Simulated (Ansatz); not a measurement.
Li:
Space group Im-3m (No. 229); a = 3.362 Å, b = 3.362 Å, c = 3.362 Å, α = 90.00°, β = 90.00°, γ = 90.00°

```csv
atom,site,symmetry,x,y,z
Li,2a,m-3m,0.0000,0.0000,0.0000
```
(The calculation used a cell of 1 atom; values per cell refer to that cell.)

Relaxed with LDA.

Q: Which orbitals make up the states near the Fermi level in LDA in the plane-wave PAW code Ansatz?

A: Within 0.5 eV of the Fermi level: Li 2s 61 %, outside the projected shells 38 %. Projections are on Löwdin-orthogonalised atomic valence shells; empty p or d shells of many metals are not among them.

Q: Tabulate the density of states.

A: States/eV per cell of 1 atom, in 0.25 eV bins, energy from the Fermi level.

```
E (eV)  total  Li 2s  Li 1s
------  -----  -----  -----
-3.80    0.00   0.00   0.00
-3.55    0.04   0.04   0.00
-3.30    0.11   0.11   0.01
-3.05    0.16   0.15   0.01
-2.80    0.19   0.18   0.01
-2.55    0.22   0.21   0.01
-2.30    0.24   0.23   0.01
-2.05    0.26   0.25   0.01
-1.80    0.28   0.27   0.00
-1.55    0.31   0.29   0.00
-1.30    0.33   0.31   0.00
-1.05    0.35   0.32   0.00
-0.80    0.37   0.33   0.00
-0.55    0.39   0.33   0.00
-0.30    0.42   0.33   0.00
-0.05    0.47   0.32   0.00
0.20     0.56   0.29   0.00
0.45     0.55   0.24   0.00
0.70     0.49   0.19   0.00
0.95     0.43   0.14   0.00
1.20     0.38   0.11   0.00
1.45     0.33   0.08   0.00
1.70     0.28   0.05   0.00
1.95     0.23   0.04   0.00
2.20     0.16   0.03   0.00
2.45     0.11   0.02   0.00
2.70     0.11   0.01   0.00
2.95     0.14   0.01   0.00
3.20     0.21   0.03   0.00
3.45     0.55   0.22   0.00
3.70     0.73   0.34   0.01
3.95     0.59   0.21   0.00
4.20     0.53   0.15   0.00
4.45     0.48   0.10   0.00
4.70     0.45   0.08   0.00
```

The cell was relaxed with LDA under the symmetry of its start.

Potentials: the later of the program's two PAW sets.
